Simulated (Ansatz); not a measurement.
The relaxed structure here is a generated cell of Zr: the first start was made by a random draw of sites in a space group, and the end was not matched to a known phase here, so it may be hypothetical. Known forms of Zr include space group No. 194.

A relaxed cell of Zr (Cmmm (No. 65)), relaxed on a k-mesh at least as fine as the one used below. Method: r2SCAN (plane waves to 500 eV, PAW, scalar-relativistic; Ansatz, an electronic-structure program). Γ-centred k-mesh 6×12×4 on the run's cell (coarser than for final values), Fermi–Dirac smearing 0.05 eV.

```
CELL_PARAMETERS angstrom
      3.21356    -5.42777     0.00000
      1.60678     2.71389     0.00000
      0.00000     0.00000     8.01362
ATOMIC_POSITIONS crystal
  Zr 0.25000 0.50000 0.31852
  Zr 0.75000 0.50000 0.31852
  Zr 0.25000 0.50000 0.68148
  Zr 0.75000 0.50000 0.68148
  Zr 0.00000 0.00000 0.00000
  Zr 0.50000 0.00000 0.00000
```

The atoms are displaced by (Å):

| atom | ux | uy | uz |
|---|---|---|---|
| Zr1 | -0.051 | -0.118 | -0.100 |
| Zr2 | -0.055 | 0.115 | -0.079 |
| Zr3 | -0.176 | 0.092 | -0.068 |
| Zr4 | 0.052 | -0.076 | 0.153 |
| Zr5 | 0.003 | -0.014 | 0.105 |
| Zr6 | -0.051 | 0.053 | -0.121 |

Problem. What forces (eV/Å) and pressure result?

Solution. 
```json
[
 {"atom": "Zr1", "Fx": "0.06", "Fy": "0.46", "Fz": "0.35"},
 {"atom": "Zr2", "Fx": "0.07", "Fy": "-0.53", "Fz": "0.97"},
 {"atom": "Zr3", "Fx": "0.88", "Fy": "-0.74", "Fz": "0.01"},
 {"atom": "Zr4", "Fx": "-0.83", "Fy": "0.64", "Fz": "-1.18"},
 {"atom": "Zr5", "Fx": "-0.14", "Fy": "0.34", "Fz": "-0.62"},
 {"atom": "Zr6", "Fx": "-0.05", "Fy": "-0.17", "Fz": "0.46"}
]
```

Pressure +1.3 GPa.

Problem. Estimate the energy cost of the displacement in the harmonic approximation and compare with the calculation.

Solution. For a harmonic well ΔE = −½ Σ F·u = 0.431 eV a cell, or 72 meV/atom. The calculated energy relative to the undisplaced cell is +0.07 eV/atom, so the harmonic estimate holds well.

The undisplaced cell is probably no minimum: from this displacement the run went on to R-3m (No. 166), 0.13 eV/atom below it.

No spin polarisation in the result.
